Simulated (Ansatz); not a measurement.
PbTe (rock salt)

```
PbTe
1.0
    0.00000     3.22143     3.22143
    3.22143     0.00000     3.22143
    3.22143     3.22143     0.00000
Te Pb
1 1
Direct
  0.00000   0.00000   0.00000
  0.50000   0.50000   0.50000
```

The slice is a {110} plane (indices of the conventional cell) through the point (0.500, 0.500, 0.500) (fractional), spanned by u = [100] and v = [1 -1 -1] in vectors of this cell: u (4.56 Å) and v (6.44 Å, at 90° to u). It covers one period; positions are fractions (u, v).

The numbers are results of PBEsol (plane waves to 420 eV, PAW, scalar-relativistic; Ansatz, an electronic-structure program), not measurements. k mesh 9×9×9. Inside the PAW spheres the values are not all-electron values, and peaks at nuclei hang on which shells count as valence. PbTe was relaxed with its symmetry unable to fall. Spin-orbit coupling is left out, though Pb and Te are heavy.

Task: The ELF has a maximum in the middle third of the Te–Pb line. Where, and how high?

Result: 0.64, 1.3 Å from Te.

Task: What is the ELF at the density minimum of the shortest Te–Pb line in this plane (3.22 Å)?

Result: 0.3.

Task: What is the valence density on the shortest Te–Pb line in this plane (3.22 Å), at its minimum between the atoms?

Result: 0.20 e/Å³.

Task: Sketch the valence electron density on this plane as a map.

Result: 
```tsv
v \ u	0.00	0.09	0.17	0.26	0.35	0.43	0.52	0.61	0.70	0.78	0.87	0.96
0.94	0.8	0.6	0.0	-0.6	-1.1	-1.3	-1.4	-1.2	-0.9	-0.3	0.3	0.7
0.84	-0.2	-0.3	-0.7	-1.1	-1.4	-1.5	-1.6	-1.5	-1.2	-0.9	-0.5	-0.2
0.75	-0.7	-0.8	-1.0	-1.2	-1.5	-1.7	-1.7	-1.6	-1.4	-1.1	-0.9	-0.7
0.66	-0.2	-0.3	-0.6	-0.9	-1.2	-1.5	-1.6	-1.4	-1.1	-0.7	-0.4	-0.2
0.56	1.0	0.7	-0.1	-0.5	-0.9	-1.3	-1.4	-1.1	-0.7	-0.3	0.3	0.9
0.47	1.2	0.9	0.0	-0.5	-0.9	-1.2	-1.3	-1.1	-0.7	-0.2	0.5	1.1
0.38	0.1	-0.1	-0.4	-0.7	-1.1	-1.4	-1.5	-1.3	-0.9	-0.6	-0.2	0.0
0.28	-0.6	-0.7	-0.9	-1.2	-1.5	-1.7	-1.7	-1.6	-1.3	-1.0	-0.8	-0.6
0.19	-0.5	-0.6	-0.8	-1.2	-1.5	-1.6	-1.7	-1.6	-1.3	-1.0	-0.7	-0.5
0.09	0.5	0.3	-0.2	-0.7	-1.2	-1.4	-1.4	-1.3	-1.0	-0.5	0.1	0.5
0.00	1.0	0.8	0.2	-0.5	-1.0	-1.3	-1.3	-1.2	-0.8	-0.2	0.5	0.9
```

Values: log₁₀ of the valence density in e/Å³. The scale is logarithmic, as a density can span decades between atoms and voids.
